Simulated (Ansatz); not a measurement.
System: FePt, 2 atoms in the cell.

These are results of LDA with spin–orbit coupling, plane waves, norm-conserving pseudopotentials (Ansatz 0.2.0 development build), not measurements.

Cutoff 1225 eV; k-mesh 8×8×6 Γ-centred; Fermi–Dirac smearing of 0.1 eV; starting moments Fe1 3 μB along [0, 0, 1].

```
Fe Pt
1.0
     2.73000    0.00000    0.00000
     0.00000    2.73000    0.00000
     0.00000    0.00000    3.71000
Fe Pt
1 1
Direct
  0.00000 0.00000 0.00000
  0.50000 0.50000 0.50000
```

**Question.** What pressure does the calculation give?

**Answer.** The pressure is -12.96 GPa, so at these settings the cell is stretched and would shrink.

The stress includes the program's correction for the finite plane-wave basis.

The k-mesh is modest, so these values aren't fully converged in k. One magnetic order was tried; another may lie lower. Potentials made with PBE were used with another functional.
